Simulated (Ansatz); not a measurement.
Bi:
```cif
data_Bi6
_chemical_formula_sum 'Bi6'
_space_group_name_H-M_alt 'R-3m :H'
_space_group_IT_number 166
_space_group_name_Hall '-R 3 2"'
_cell_length_a 4.53488
_cell_length_b 4.53488
_cell_length_c 12.37163
_cell_angle_alpha 90.000
_cell_angle_beta 90.000
_cell_angle_gamma 120.000
loop_
_atom_site_label
_atom_site_type_symbol
_atom_site_symmetry_multiplicity
_atom_site_Wyckoff_symbol
_atom_site_fract_x
_atom_site_fract_y
_atom_site_fract_z
_atom_site_occupancy
Bi1 Bi 6 c 0.00000 0.00000 0.23164 1
```
(The calculation used a cell of 2 atoms; values per cell refer to that cell.)

Relaxed with r²SCAN.

### Question
Which orbitals make up the states near the Fermi level in DFT-r²SCAN in the program Ansatz with PAW potentials?

### Answer
Within 0.5 eV of the Fermi level: Bi 6p 87 %, Bi 6s 10 %. Projections are on Löwdin-orthogonalised atomic valence shells; empty p or d shells of many metals are not among them.

### Question
Tabulate the density of states.

### Answer
States/eV per cell of 2 atoms, in 0.25 eV bins, energy from the Fermi level.

```tsv
E (eV)	total	Bi 6p	Bi 6s
-7.85	0.01	0.00	0.01
-7.60	0.00	0.00	0.00
-7.35	0.00	0.00	0.00
-7.10	0.00	0.00	0.00
-6.85	0.00	0.00	0.00
-6.60	0.00	0.00	0.00
-6.35	0.00	0.00	0.00
-6.10	0.00	0.00	0.00
-5.85	0.00	0.00	0.00
-5.60	0.00	0.00	0.00
-5.35	0.00	0.00	0.00
-5.10	0.00	0.00	0.00
-4.85	0.00	0.00	0.00
-4.60	0.45	0.44	0.01
-4.35	0.78	0.76	0.01
-4.10	0.96	0.94	0.02
-3.85	0.99	0.96	0.02
-3.60	1.12	1.09	0.03
-3.35	1.31	1.27	0.03
-3.10	1.66	1.60	0.05
-2.85	1.76	1.69	0.05
-2.60	1.81	1.73	0.06
-2.35	1.82	1.74	0.07
-2.10	1.85	1.75	0.08
-1.85	1.97	1.86	0.08
-1.60	1.81	1.70	0.09
-1.35	1.65	1.54	0.09
-1.10	1.51	1.39	0.09
-0.85	1.08	0.98	0.08
-0.60	0.77	0.69	0.07
-0.35	0.50	0.44	0.05
-0.10	0.20	0.18	0.02
0.15	0.10	0.09	0.01
0.40	0.42	0.36	0.05
0.65	1.02	0.89	0.09
0.90	1.78	1.59	0.13
1.15	1.38	1.24	0.09
1.40	1.30	1.18	0.07
1.65	1.31	1.20	0.06
1.90	1.29	1.18	0.05
2.15	1.34	1.21	0.05
2.40	1.53	1.34	0.05
2.65	1.93	1.56	0.04
2.90	1.35	1.21	0.02
3.15	1.18	1.07	0.02
3.40	1.27	1.11	0.02
3.65	1.38	1.15	0.02
3.90	1.33	1.06	0.02
4.15	0.95	0.79	0.01
4.40	0.78	0.65	0.01
4.65	0.65	0.50	0.01
```

Symmetry was held in the r²SCAN relaxation; of distortions, only those at the zone centre were tested. Spin–orbit coupling is left out wherever it is not named.

Potentials: the earlier of the program's two PAW sets.
